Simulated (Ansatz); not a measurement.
Si3N4, first-principles data

Si3N4:
```yaml
crystal:
  lattice:
    - [-3.22131, 3.22131, 3.22131]
    - [3.22131, -3.22131, 3.22131]
    - [3.22131, 3.22131, -3.22131]
  atoms:
    - { symbol: N, position: [0.56247, 0.56247, 0.56247] }
    - { symbol: N, position: [0.43753, 0.50000, 0.00000] }
    - { symbol: N, position: [0.50000, 0.00000, 0.93753] }
    - { symbol: N, position: [0.00000, 0.43753, 0.50000] }
    - { symbol: N, position: [0.93753, 0.50000, 0.00000] }
    - { symbol: N, position: [0.06247, 0.06247, 0.06247] }
    - { symbol: N, position: [0.00000, 0.93753, 0.50000] }
    - { symbol: N, position: [0.50000, 0.00000, 0.43753] }
    - { symbol: Si, position: [0.25000, 0.12500, 0.87500] }
    - { symbol: Si, position: [0.87500, 0.25000, 0.12500] }
    - { symbol: Si, position: [0.75000, 0.37500, 0.62500] }
    - { symbol: Si, position: [0.62500, 0.75000, 0.37500] }
    - { symbol: Si, position: [0.12500, 0.87500, 0.25000] }
    - { symbol: Si, position: [0.37500, 0.62500, 0.75000] }
```

Space group I-43d (No. 220); conventional cell a = b = c = 6.4426 Å, α = β = γ = 90.00°.

Method: r²SCAN (plane waves, PAW; program Ansatz). The cell and atoms are relaxed at this level. Other levels are named where they apply.

Cell and energy:

```
Property                                                       Value
-----------------------------------------------------  -------------
Volume per atom                                              9.55 Å³
Density                                                   3.48 g/cm³
Formation energy from the elements (no fitted shifts)  -1.17 eV/atom
```

Electronic structure:

```
Item                                                                                               Value
----------------------------------------  --------------------------------------------------------------
Band gap                                                                              4.74 eV (indirect)
Valence-band maximum                                             on the P–H line, 33 % of the way from P
Conduction-band minimum                   on the Γ–H line, 45 % of the way from Γ (6 equivalent valleys)
Smallest direct gap on the standard path                                                         4.92 eV
Electron effective mass                                           0.54, 0.54, 0.75 mₑ (principal values)
Hole effective mass                                                   0.48, 11, 11 mₑ (principal values)
HSE06 gap on the r²SCAN cell                                                                     5.51 eV
```

Mechanics:

```
Item                                 Result
----------------------------------  -------
Bulk modulus (Birch–Murnaghan fit)  273 GPa
Pressure derivative B′                  3.5
```

Charges:

```
Property                     Value
-------------  -------------------
Bader charges  N -2.40, Si +3.19 e
```

The workflow started from an entry of the Crystallography Open Database (COD), which files this formula under 4 space groups. It is not the phase usual at ambient conditions (space group No. 176). The r²SCAN relaxation kept the symmetry of its start; whether a distortion lowers the energy is not shown. The references are the lowest solids computed at this level, not always the standard phases (solids in place of the gases).

Potentials: the later of the program's two PAW sets.
